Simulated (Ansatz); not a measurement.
Consider the following.

Al:
```cif
data_Al8
_chemical_formula_sum 'Al8'
_space_group_name_H-M_alt 'I4/mcm'
_space_group_IT_number 140
_space_group_name_Hall '-I 4 2c'
_cell_length_a 8.12470
_cell_length_b 8.12470
_cell_length_c 2.74021
_cell_angle_alpha 90.000
_cell_angle_beta 90.000
_cell_angle_gamma 90.000
loop_
_atom_site_label
_atom_site_type_symbol
_atom_site_symmetry_multiplicity
_atom_site_Wyckoff_symbol
_atom_site_fract_x
_atom_site_fract_y
_atom_site_fract_z
_atom_site_occupancy
Al1 Al 8 h 0.14747 0.35253 0.00000 1
```
(The calculation used a cell of 4 atoms; values per cell refer to that cell.)

This is the PBEsol-relaxed structure.

Question: All from PBEsol in the plane-wave PAW code Ansatz, unless another level is named. Predict the highest zone-centre frequency.

Answer: 362 cm^-1.

Question: Give the bulk modulus (Birch–Murnaghan fit).

Answer: 52.5 GPa.

The start of the workflow was typed in or built on a structure type; neither database checked (COD, Materials Project) lists it. It is not the phase usual at ambient conditions (space group No. 225). The cell was relaxed with PBEsol under the symmetry of its start; of distortions, only those at the zone centre were tested. As this level gives no gap, phonon frequencies hold no LO–TO term and depend on the k-mesh and smearing (Fermi–Dirac, 0.1 eV here).

Potentials: the later of the program's two PAW sets.
